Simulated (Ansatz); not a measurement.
**Cr₅Ru: reading a single point**

```yaml
crystal:
  lattice:
    - [0.00000, 3.23951, 3.23951]
    - [3.23951, 0.00000, 3.23951]
    - [3.23951, 3.23951, 0.00000]
  atoms:
    - { symbol: Cr, position: [0.62500, 0.62500, 0.62500] }
    - { symbol: Cr, position: [0.12500, 0.62500, 0.62500] }
    - { symbol: Cr, position: [0.62500, 0.62500, 0.12500] }
    - { symbol: Cr, position: [0.62500, 0.12500, 0.62500] }
    - { symbol: Ru, position: [0.00000, 0.00000, 0.00000] }
    - { symbol: Cr, position: [0.25000, 0.25000, 0.25000] }
```

Single point in Ansatz 0.2.0 with PBE, no spin polarisation. Cutoff 420 eV, PAW datasets, 9×9×9 Γ-centred k mesh, fermi-dirac filling (width 0.1 eV).

(1) How is the charge shared?

(2) What is the formation energy?

(3) Metal or insulator?

(4) Is the cell too large or too small?

(5) Which atom feels the largest force, and which way?

(6) Describe some of the short contacts.

Origin: a known structure type with other elements, at an estimated volume, so it need not be a known compound. Caveats: no spin polarisation, so a magnetic state may lie lower; atoms or cell far from equilibrium.

Results:

(1) Bader charges in e: Cr +0.10 to +0.44, Ru -0.85. In the mean Cr gives up most and Ru takes most.

(2) 0.24 eV an atom against the elements' usual phases (free molecules for gases, crystals otherwise, with no correction for O₂ or N₂), so at this geometry it isn't bound against them. Relaxing would lower it.

(3) It is a metal, with about 7.3 states/eV a cell as the mean within 0.25 eV of the Fermi level, mostly Cr d (79 %) and Ru d (16 %).

(4) The pressure is 21.8 GPa (compression positive), so with the atoms held at these fractions the cell would first expand.

(5) The largest is on Cr1 (and as large on other atoms): 0.62 eV/Å, components (-0.36, -0.36, -0.36). It makes 35° with the line to a nearest neighbour, Cr2 at 2.29 Å, pointing towards it.

(6) Cr–Cr at 2.29 Å: least valence density 0.51 e/Å³ and ELF 0.24 there. Cr–Ru at 2.69 Å: least valence density 0.34 e/Å³ and ELF 0.27 there. These are pseudo-fields; inside the PAW spheres they differ from the all-electron ones.
